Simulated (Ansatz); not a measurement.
BeS (rock salt), relaxed with PBE (Ansatz, a first-principles code, plane waves, PAW): a = b = c = 4.6294 Å, α = β = γ = 90.00°.

- gap (eV): 0.97
- ΔH_f (eV/atom): -0.51
- B₀ by P(V) fit (GPa): 108
- electron conductivity mass (mₑ): 0.38

Task: The same phase is relaxed and computed with PBEsol in the same code. What are the cell and these values now?

Result: a = 4.5899 Å, b = 4.5899 Å, c = 4.5899 Å, α = 90.00°, β = 90.00°, γ = 90.00°.

- gap (eV): 0.94
- ΔH_f (eV/atom): -0.61
- B₀ by P(V) fit (GPa): 114
- electron conductivity mass (mₑ): 0.38

Typed or built starts, not in the databases checked: BeS, rock salt. Unstable at this level: BeS, rock salt with PBEsol. All cells were relaxed under the symmetry of their starts (and spin orders); stability against distortions was not tested throughout.

Potentials: the later of the program's two PAW sets.

Ansatz is a plane-wave DFT program.

Formation energies count from the lowest solids of the elements computed at the same level, not from gases.
